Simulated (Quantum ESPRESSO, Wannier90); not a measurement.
**BeTe (zinc blende): Wannier90 run**

```xyz
2
Lattice="0.0000 2.8315 2.8315 2.8315 0.0000 2.8315 2.8315 2.8315 0.0000" Properties=species:S:1:pos:R:3 pbc="T T T"
Be     0.0000     0.0000     0.0000
Te     1.4157     1.4157     1.4157
```

Structure: Materials Project mp-252, symmetrised, not relaxed again. COD (Crystallography Open Database) has an entry of this formula and space group (matched by these alone). Method: PBEsol plane waves in Quantum ESPRESSO 7.5 (PseudoDojo norm-conserving files, 71 Ry, spinors with spin-orbit coupling), Bloch states on a 8×8×8 mesh through Γ, Wannier90 4.0.1. Density: 10×10×10 mesh, cold smearing 0.01 Ry.

A tight-binding model is made by disentanglement and projection with no localisation steps (num_iter = 0), so the 16 orbitals stay atom-like: hydrogen-like Be: s;p; Te: s;p, axes along x, y, z; frozen window up to 6.61 eV relative to the valence-band maximum. It follows pw.x to 9.0 meV rms for states up to 2.6 eV relative to the valence-band maximum. Matrix elements depend on this choice of orbitals and windows.

Task: What are the on-site energies relative to the valence-band maximum, and how fast do the hoppings decay?

Result: 
| atom | orbitals | energy (eV) |
|---|---|---|
| Be1 | s↑ s↓ | 0.34 |
| Be1 | pz↑ pz↓ px↑ px↓ py↑ py↓ | 2.57 |
| Te2 | s↑ s↓ | -8.39 |
| Te2 | pz↑ pz↓ px↑ px↓ py↑ py↓ | 0.00 |

```
distance of the centres (Å)  largest modulus (eV)
---------------------------  --------------------
2–3                                           1.7
4–5                                          0.38
5–6                                         0.031
6–7                                          0.15
7–8                                         0.030
8–9                                         0.045
9–10                                        0.034
10–11                                       0.041
11–12                                      0.0082
12–13                                       0.018
```

Effective spin-orbit constants λ of λ L·S, from the same-site elements px↑–py↑ (λ/2) and dx2-y2↑–dxy↑ (λ), where they are among the larger elements: Te2 p 0.56 eV.
